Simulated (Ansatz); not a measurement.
Ni₃Ge (Cu3Au type, Pm-3m) at seven volumes, DFT-r²SCAN in the program Ansatz with PAW potentials, scaled uniformly. One row is withheld.

```tsv
V (Å³/atom)	P (GPa)
10.030	25.43
10.360	?
10.691	7.02
11.022	-0.02
11.352	-5.92
11.683	-10.87
12.014	-15.00
```

Question: Fit the shown pressures and predict the withheld one.

Answer: P = (3/2)B₀(x^(7/2) − x^(5/2))[1 + (3/4)(B′ − 4)(x − 1)] with x = (V₀/V)^(2/3). Least squares on the six rows gives V₀ = 11.021 Å³/atom, B₀ = 214 GPa, B′ = 4.87. At V = 10.360, x = 1.0421 and P = 15.39 GPa. The run itself gave 15.42 GPa.

The workflow started from a Materials Project entry (that database holds measured and hypothetical structures alike); the Crystallography Open Database copy checked does not list it. Its standing as an ambient phase is unchecked. Symmetry was held in the r²SCAN relaxation; its stability against distortions is not shown here. The run is not spin-polarised.

Potentials: the later of the program's two PAW sets.
